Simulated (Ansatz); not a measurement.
Calculation log, HfOs (Pm-3m) (elastic constants by finite strains)

Computed with PBEsol, PAW on Ansatz 0.2.0's default frozen-core files (fitted under PBE), scalar-relativistic; not a measurement.

Cell and atoms were relaxed beforehand by PAW with this functional.

Launched as:

```sh
ansatz run input.yaml --threads 1 --pin off --max-ram 2048MiB --backend cpu --events-out ev --progress --plain --runs-dir out
```

Input:

```yaml
crystal:
  lattice:
    - [3.22405648049, 0.0, 0.0]
    - [0.0, 3.22405648049, 0.0]
    - [0.0, 0.0, 3.22405648049]
  atoms:
    - { symbol: Hf, position: [0.0, 0.0, 0.0] }
    - { symbol: Os, position: [0.5, 0.5, 0.5] }
kpoints:
  mp_grid: { grid: [14, 14, 14] }
scf:
  occupations: { method: fermi_dirac, width: 0.08 }
hamiltonian:
  xc: pbesol
  pseudopotentials: { kind: paw }
elastic:
  mode: relaxed_ion
  stencil: two_point
  amplitude: 0.003
```

Output (shortened where marked):

```
Warning: RAYON_NUM_THREADS=1 ignored (pool sized by the plan → 1); use --threads N
Engine: ansatz 0.2.0, x86_64-unknown-linux-gnu
Pseudopotentials: kind: paw
Pseudopotential: Hf, paw, valence charge 26, recommended cutoff 420 eV (normal), Hf.paw.azcp
Pseudopotential: Os, paw, valence charge 16, recommended cutoff 420 eV (normal), Os.paw.azcp
Functional definition: PBEsol
  exchange = pbesol_x
  correlation = pbesol_c
Crystal: 2 atoms, lattice volume = 33.513 Å³
Basis set: ecut = 420 eV, 691 PW (Γ), exchange–correlation on 48×48×48 points (8 copies of the dense FFT grid, shifted against one another)
Bands: 26, of which v1, the nominal top of the filled ones, is band 21 counted from 1 (20 counted from 0)
Symmetry: 48 space group operations
Space group: Pm-3m (ITA 221), of the structure as read, at distance tolerance 3.2e-5 Å
k-points: 120 of 2744
Non-local potential: Hf, projectors of the file, l = 0: 3, l = 1: 2, l = 2: 2, l = 3: 3
Non-local potential: Os, projectors of the file, l = 0: 3, l = 1: 2, l = 2: 2, l = 3: 1
PAW form: soft (Blöchl's): semilocal exchange-correlation on the pseudo side does not see the compensation charge
[... 112 lines left out ...]
       439.741    140.136    140.136     -0.000     -0.000     -0.000
       140.136    439.741    140.136     -0.000     -0.000     -0.000
       140.136    140.136    439.741     -0.000     -0.000     -0.000
        -0.000     -0.000     -0.000    115.291      0.000      0.000
        -0.000     -0.000      0.000      0.000    115.291      0.000
         0.000      0.000     -0.000      0.000      0.000    115.291
  reference stress σ⁰ (GPa):     -0.009     -0.009     -0.009     -0.000     -0.000      0.000
  C* (energy form; C + prestress term) asymmetry max|C*_kj − C*_jk| = 2.842e-14 GPa — a small one proves nothing (zero by symmetry where the batch's group is 432, −43m or m−3m); a large one is finite-difference/SCF noise where ...
  moduli (Voigt/Reuss/Hill, GPa): K = 240.00/240.00/240.00   G = 129.10/126.99/128.04   E = 326.14   ν = 0.274
  mechanically stable: yes (min eigenvalue of sym C = 115.29 GPa)
  strain η (Voigt 11):  stress-route row diagonal C_11 = 439.74 GPa, energy-path curvature d²(F+E_count+ΔE)/dδ²/Ω₀ = 439.78 GPa
         δ    σ_11 (GPa)             F (eV)   n_scf  n_hpsi   n_pw
    -3.000e-3      -1.3398      -26850.3834553      10  154040    672   relax 0 steps, max|allowed force component| 9.66e-30 eV/Å
     3.000e-3       1.2986      -26850.3834704       7  123700    691   relax 0 steps, max|allowed force component| 3.55e-30 eV/Å
  strain η (Voigt 23):  stress-route row diagonal C_44 = 115.29 GPa, energy-path curvature d²(F+E_count+ΔE)/dδ²/Ω₀ = 115.32 GPa
         δ    σ_23 (GPa)             F (eV)   n_scf  n_hpsi   n_pw
    -3.000e-3      -0.3459      -26850.3837692       9  275724    672   relax 0 steps, max|allowed force component| 2.00e-28 eV/Å
     3.000e-3       0.3459      -26850.3837692       7  196120    672   relax 0 steps, max|allowed force component| 1.90e-28 eV/Å
```

The calculation finished and met its thresholds.

Strained cells:

Elastic constants of a crystal by Kohn-Sham DFT: slopes of the stress over finite engineering strains of the given cell, Voigt indices, Cartesian axes as in the input; stress of each strained cell less that at rest, tension positive.

```
strain component  strain  stress xx (GPa)  stress yy (GPa)  stress zz (GPa)  stress yz (GPa)  stress xz (GPa)  stress xy (GPa)  relaxation steps
              xx  -0.003           -1.331          -0.4236          -0.4236                0                0                0                 0
              xx   0.003            1.308           0.4172           0.4172                0                0                0                 0
              yz  -0.003           -0.002          -0.0013          -0.0013          -0.3459                0                0                 0
              yz   0.003           -0.002          -0.0013          -0.0013           0.3459                0                0                 0
```

### Elastic constants

```json
{
 "Pressure at rest": "0.009 GPa",
 "Least elastic eigenvalue": "115.3 GPa",
 "Elastically stable": "yes"
}
```

| index | elastic (GPa) |
| --- | --- |
| 11 | 439.7 |
| 12 | 140.1 |
| 44 | 115.3 |

Elastic moduli:

Hill averages of a grain aggregate, Debye temperature from the mean sound speed over directions.

* Bulk modulus: 240 GPa
* Shear modulus: 128 GPa
* Young modulus: 326.1 GPa
* Poisson ratio: 0.2735
* Bulk over shear modulus: 1.874
* Elastic anisotropy index: 0.0828
* Least young modulus: 298.1 GPa
* Largest young modulus: 372 GPa
* Longitudinal sound speed: 4741 m/s
* Transverse sound speed: 2647 m/s
* Elastic debye temperature: 342.4 K
* Linear compressibility (x, y, z): 1.389, 1.389, 1.389 1/TPa
* Zener ratio: 0.7696
* Cauchy pressure: 24.84 GPa

Limits of these numbers: frozen-core PAW files fitted under PBE, their cores solved anew for the functional of the run; responses of metals move with mesh and smearing; no spin-orbit coupling on heavy atoms.

It took 42 s on 1 thread of Intel(R) Xeon(R) 6975P-C (Granite Rapids), on a shared host, peak memory 0.67 GiB.
